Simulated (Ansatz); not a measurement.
**Slab of fcc Al (111), 5 layers**

The slab is cut from the fcc crystal, the stable phase, as relaxed on PAW files (16.50 Å³/atom), with 16 Å of vacuum and a dipole correction:

```xyz
5
Lattice="2.8575 0.0000 0.0000 -1.4287 2.4747 0.0000 0.0000 0.0000 25.3325" Properties=species:S:1:pos:R:3 pbc="T T T"
Al    2.1431    0.4124    8.0000
Al   -0.7144    2.0622   10.3331
Al    0.7144    1.2373   12.6662
Al    2.1431    0.4124   14.9994
Al   -0.7144    2.0622   17.3325
```

All numbers are PBE results (scalar-relativistic) from Ansatz 0.2.0, with a Γ-centred 16×16×1 k mesh, Fermi–Dirac smearing of 0.08 eV, no spin polarisation. Methods: LAPW: all electrons, basis error target 1 meV/atom; PAW: frozen-core files, cutoff 420 eV.

The bulk energy comes from a cell in the slab's orientation on a 16×16×6 mesh. The surface energy is (E(slab) − N·E(bulk))/2A at zero smearing, the mean of both faces; thin slabs carry quantum-size effects.

**Question.** As cut, the LAPW slab lies 0.755 eV above 5 atoms of bulk. What surface energy is that?

**Answer.** Over two faces of 7.07 Å² it is 53.4 meV/Å², and times 16.02 J/m² per eV/Å² that gives γ = 0.855 J/m².

**Question.** What do relaxation and the other method give, and what work function comes out?

**Answer.** 

```tsv
method	γ as cut (J/m²)	γ relaxed (J/m²)	Φ as cut (eV)	Φ relaxed (eV)
LAPW	0.855	0.850	4.12	4.11
PAW	0.856	0.851	4.12	4.11
```

**Question.** How do the spacings between the planes relax?

**Answer.** From the bottom face up: d12 +1.6 % of 2.333 Å, d23 +0.6 % of 2.333 Å, d34 +0.6 % of 2.333 Å, d45 +1.6 % of 2.333 Å.

**Question.** A field of 0.2 V/Å is applied along the normal, atoms held. What follows?

**Answer.** LAPW finds an induced dipole of 0.1010 e·Å a cell (PAW 0.1010), that is 12.92 Å for 4πα over the area, against 9.44 Å between the outer atoms.

**Question.** What changes if the vacuum is set to 13 Å?

**Answer.** LAPW then gives: no gap, work function 4.11 eV; PAW: no gap, work function 4.11 eV. The program warns that the vacuum is too thin.

**Question.** A 2p core hole is made on one atom of each kind in every 1×1 cell (PAW hole dataset, neutral cell, valence without spin). What does it cost by layer?

**Answer.** layer 1 73.02 eV, layer 2 72.97 eV, layer 3 72.99 eV. Shifts between layers mean more than the absolute values, and a whole layer of holes screens otherwise than one hole.

**Question.** In the relaxed 1×1 cell, replace the outer, then the middle Al by Si, which changes a whole layer. What shift does this Z+1 picture give?

**Answer.** E(outer) − E(middle) = -0.02 eV by LAPW and -0.02 eV by PAW; a positive value puts the surface line at higher binding energy.
